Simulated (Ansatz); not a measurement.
Relaxed candidate structures of HfN:

**A**
```xyz
2
Lattice="2.7910 0.0000 0.0000 0.0000 2.7910 0.0000 0.0000 0.0000 2.7910" Properties=species:S:1:pos:R:3 pbc="T T T"
N      0.0000     0.0000     0.0000
Hf     1.3955     1.3955     1.3955
```

**B**
```
CELL_PARAMETERS angstrom
      3.82547     0.00000     0.00000
      0.00000     3.82547     0.00000
      0.00000     0.00000     4.70984
ATOMIC_POSITIONS crystal
  Hf 0.50000 0.00000 0.17874
  Hf 0.00000 0.50000 0.82125
  N  0.00000 0.00000 0.00000
  N  0.50000 0.50000 0.00000
```

**C**
```
CELL_PARAMETERS angstrom
     -2.00455     2.00455     4.58734
      2.00455    -2.00455     4.58734
      2.00455     2.00455    -4.58734
ATOMIC_POSITIONS crystal
  Hf 0.32271 0.32271 0.00000
  Hf 0.67729 0.67729 0.00000
  N  0.25000 0.75000 0.50000
  N  0.75000 0.25000 0.50000
```

Problem. Order them by energy per atom (lowest first) at the level PBEsol (plane waves to 420 eV, PAW, scalar-relativistic; Ansatz, a quantum-chemistry and plane-wave program).

Solution. C (reference), B (+0.10 eV/atom), A (+0.40 eV/atom)

The lowest structure calculated, Fm-3m, cF8, rock salt type, is not among these; it lies 0.58 eV/atom below the lowest of them. Probably no minimum, since a slightly shaken restart fell lower: P4/nmm, tP4, AFLOW prototype AB_tP4_129_a_c (B10, as in PbO) (by 0.10 eV/atom, to I4/mmm). Each run could gain symmetry but not lose that of its start, so entries can be saddle points. All of these are generated cells (placed on structure types, drawn at random, substituted or restacked) that were not matched to a known phase here. Energies are at zero temperature and pressure, without zero-point motion. No spin polarisation in the result.
